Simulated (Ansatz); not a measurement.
Given:

Starting cell, BP (zinc blende):

```
CELL_PARAMETERS angstrom
      0.00000     4.54847     4.54847
      2.27424     2.27424     4.54847
      2.27424     2.27424     0.00000
ATOMIC_POSITIONS crystal
  P  0.00000 0.75000 0.75000
  P  0.50000 0.75000 0.75000
  B  0.00000 0.00000 0.00000
  B  0.50000 0.00000 0.00000
```

The atoms are displaced by Q × the pattern below (from a DFPT mode at X = (0.5, 0.5, 0.0), largest move 1; Q in Å), at fixed cell. It is one choice among 2 degenerate patterns. (q is in reciprocal vectors of the primitive cell; the cell shown is doubled to hold the pattern.)

```tsv
atom	x	y	z
P1	-0.279	0.000	0.000
P2	0.279	0.000	0.000
B3	0.000	1.000	0.000
B4	0.000	-1.000	0.000
```

Computed with PBE (plane waves to 420 eV, PAW, scalar-relativistic; Ansatz, a quantum-chemistry and plane-wave program). k mesh 12×12×12 (Γ-centred), Fermi-Dirac smearing 0.05 eV. E stands for the smeared free energy. BP was relaxed with its symmetry unable to fall. The zero of ΔE is the undisplaced structure.

The scan covers Q from -0.180 to 0.180 Å in 13 points.

Task: Is this a single well or a double well?

Result: A single well with its minimum at or next to zero displacement.

Task: Which space group does the distorted structure have?

Result: C222_1 (No. 20), lowered from F-43m.

Task: What is the energy change at Q = 0.180 Å?

Result: 773 meV/cell.

Task: What harmonic wavenumber does the curvature at Q = 0 give?

Result: 701 cm⁻¹.

(For displaced atoms, the force is minus the slope of the energy, and its curvature is a force constant, which sets phonon frequencies.)
